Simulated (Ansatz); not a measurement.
Consider the following.

KTe (space group P6_3/mmc)

```
KTe
1.0
    5.60405     0.00000     0.00000
   -2.80203     4.85325     0.00000
    0.00000     0.00000    12.38292
K Te
4 4
Direct
  0.00000   0.00000   0.00000
  0.00000   0.00000   0.50000
  0.33333   0.66667   0.25000
  0.66667   0.33333   0.75000
  0.33333   0.66667   0.63639
  0.66667   0.33333   0.36361
  0.66667   0.33333   0.13639
  0.33333   0.66667   0.86361
```

The volume is varied about the relaxed value V₀ at fixed cell shape. The atoms relax within the cell's symmetry.

Method: r2SCAN (plane waves to 500 eV, PAW, scalar-relativistic; Ansatz, a program for electronic structure). k mesh 7×7×3 (Γ-centred), Fermi-Dirac smearing 0.05 eV. E stands for the smeared free energy. Compression counts positive. With the shape held, the modulus is that of even scaling; a crystal free to change shape is softer. KTe was relaxed with its symmetry unable to fall. Spin-orbit coupling is left out, though Te is heavy. The zero of ΔE is the relaxed starting cell.

The scan covers V/V₀ from 0.940 to 1.060 in 11 points.

Question: What bulk modulus at fixed cell shape B₀ follows from a third-order Birch-Murnaghan fit?

Answer: 13.7 GPa.

Question: What is the fitted pressure derivative B₀′?

Answer: 4.9.

(Under strain, the slope of the energy per volume gives the stress and its curvature an elastic modulus.)
